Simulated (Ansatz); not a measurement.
Below is a relaxed structure of Li. The cell was found from a structure generator's guess, not taken from experiment.

Computed with Ansatz 0.2.0, DFT PBE, scalar-relativistic, plane waves, PAW. Cutoff 420 eV, Γ-centred mesh, Gaussian smearing, no spin polarisation.

The sheet is periodic along a and b; c holds vacuum.

```cif
data_structure
_symmetry_space_group_name_H-M 'P 1'
_symmetry_Int_Tables_number 1
_cell_length_a 3.7144
_cell_length_b 3.7144
_cell_length_c 33.1442
_cell_angle_alpha 90.000
_cell_angle_beta 90.000
_cell_angle_gamma 90.000
_cell_volume 457.29
loop_
_atom_site_label
_atom_site_type_symbol
_atom_site_fract_x
_atom_site_fract_y
_atom_site_fract_z
_atom_site_occupancy
Li1 Li 0.00000 0.00000 0.32559 1
Li2 Li 0.00000 0.00000 0.18732 1
Li3 Li 0.00000 0.50000 0.25645 1
Li4 Li 0.50000 0.00000 0.25645 1
```

Energies count from the standard state of Li at the same level.

(1) What layer group does it have?

(2) How far does it lie from the standard state of Li?

(3) Is it a metal?

Answers

(1) p4/mmm (No. 61). In-plane cell: a = 3.714 Å, b = 3.714 Å, γ = 90.0°, thickness 4.58 Å between the outermost nuclei. Li at height 4.58 Å has 4 Li at 2.95 Å; Li at height 2.29 Å has 8 Li at 2.63–2.95 Å.

(2) +0.31 eV/atom. It lies above the standard state, so it could only be metastable.

(3) Yes, bands cross the Fermi level on the 12×12×1 mesh.

The last run used a 12×12×1 mesh for its 4-atom cell and Gaussian smearing of 0.10 eV. A structure relaxed within its symmetry needn't be a true minimum.
